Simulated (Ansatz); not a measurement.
SiO2 under strain: O-17 NMR of the central transition

Cell: a structure deposited in the COD, relaxed with PBE at fixed cell and then changed (z stretched by 1 %, ions relaxed).

```xyz
6
Lattice="4.1667 0.0000 0.0000 0.0000 4.1667 0.0000 0.0000 0.0000 2.6911" Properties=species:S:1:pos:R:3 pbc="T T T"
Si    0.0000    0.0000    0.0000
Si    2.0833    2.0833    1.3456
O     1.2719    1.2719    0.0000
O     0.8114    3.3553    1.3456
O     2.8948    2.8948    0.0000
O     3.3553    0.8114    1.3456
```

Sites (sets of like atoms) are named by element and the number of their first atom in this list.

Computed with Ansatz: DFT, PBE, plane waves and PAW, scalar-relativistic, 420 eV cutoff, Γ-centred 7×7×11 k-points, Fermi–Dirac smearing 0.02 eV.

O-17 has I = 5/2 and Q = -25.58 mb (Pyykkö 2018); at 16.4 T its Larmor frequency is ν₀ = 94.7 MHz. Only the quadrupole interaction is simulated: positions count from each site's isotropic chemical shift, and J coupling is left out, as are shift anisotropy and dipolar coupling, which fast spinning averages.

Simulated pattern of one O site (fast magic-angle spinning, Gaussian broadening 0.2 kHz):

```tsv
offset (kHz)	height
-7.975	0
-7.647	4
-7.319	6
-6.990	7
-6.662	7
-6.333	7
-6.005	8
-5.677	8
-5.348	9
-5.020	40
-4.691	76
-4.363	73
-4.035	55
-3.706	49
-3.378	47
-3.049	47
-2.721	48
-2.393	51
-2.064	58
-1.736	73
-1.407	100
-1.079	71
-0.751	22
-0.422	0
```

**Question.** Which |C_Q| and η does the pattern imply?

**Answer.** The pattern spans 6.88 kHz before broadening and its centre of gravity is at -3.08 kHz, which fixes P_Q; the places of the horns and steps fix η. That gives P_Q = 6.98 MHz, |C_Q| = 6.95 MHz and η = 0.14. The sign of C_Q can't be read from the pattern.

At O V_zz stands upright on the plane through its three neighbours (within 1°).

At this changed cell the PBE pressure is 9 GPa.

The relaxation (2 steps) took 5.2 s of wall time (4.3 s of CPU time) and 0.41 GiB at its peak, on 1 thread of Intel Xeon 6975P-C (Granite Rapids) (x86_64; 16 cores open to the job, memory cap 3.0 GiB, no GPU), a shared host with a load of 0.5 a core.
